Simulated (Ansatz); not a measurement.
CuI:
```cif
data_Cu4I4
_chemical_formula_sum 'I4 Cu4'
_space_group_name_H-M_alt 'F-43m'
_space_group_IT_number 216
_space_group_name_Hall 'F -4 2 3'
_cell_length_a 6.02290
_cell_length_b 6.02290
_cell_length_c 6.02290
_cell_angle_alpha 90.000
_cell_angle_beta 90.000
_cell_angle_gamma 90.000
loop_
_atom_site_label
_atom_site_type_symbol
_atom_site_symmetry_multiplicity
_atom_site_Wyckoff_symbol
_atom_site_fract_x
_atom_site_fract_y
_atom_site_fract_z
_atom_site_occupancy
I1 I 4 c 0.25000 0.25000 0.25000 1
Cu1 Cu 4 a 0.00000 0.00000 0.00000 1
```
(The calculation used a cell of 2 atoms; values per cell refer to that cell.)

Relaxed with r²SCAN. Independent-particle spectrum: no excitons, no local fields, no scissors shift; 0.1 eV broadening; ε₁ of the summed bands alone.

Question: Tabulate the dielectric function from r²SCAN (plane waves, PAW; program Ansatz).

Answer: 

```
E (eV)  ε₁ xx  ε₂ xx
------  -----  -----
0.0      5.83   0.00
0.5      5.88   0.00
1.0      6.05   0.00
1.5      6.46   0.00
2.0      6.86   0.60
2.5      7.19   0.85
3.0      8.16   1.43
3.5      7.14   3.73
4.0      7.33   2.89
4.5     11.14   6.78
5.0      2.56   6.62
5.5      3.73   4.32
6.0      6.24   6.30
6.5      3.50   7.03
7.0      4.01   7.14
7.5      0.33  12.22
8.0     -3.44   5.72
8.5     -1.61   3.33
9.0     -0.57   4.05
9.5     -1.08   4.23
10.0    -1.56   4.04
10.5    -2.17   2.66
11.0    -1.66   1.71
11.5    -1.11   1.36
12.0    -0.78   1.26
```

Question: From ε at 3.6 eV (xx: 6.91 + 3.49i), find n, k, the normal reflectivity and the absorption coefficient.

Answer: n = 2.71, k = 0.645, R = 24 %, α = 2kE/ħc = 240000 cm⁻¹.

With all bands, ε∞ without local fields is 5.95.

The r²SCAN relaxation kept the symmetry of its start. No spin polarisation was allowed. Spin–orbit coupling is left out wherever it is not named.

Potentials: the later of the program's two PAW sets.
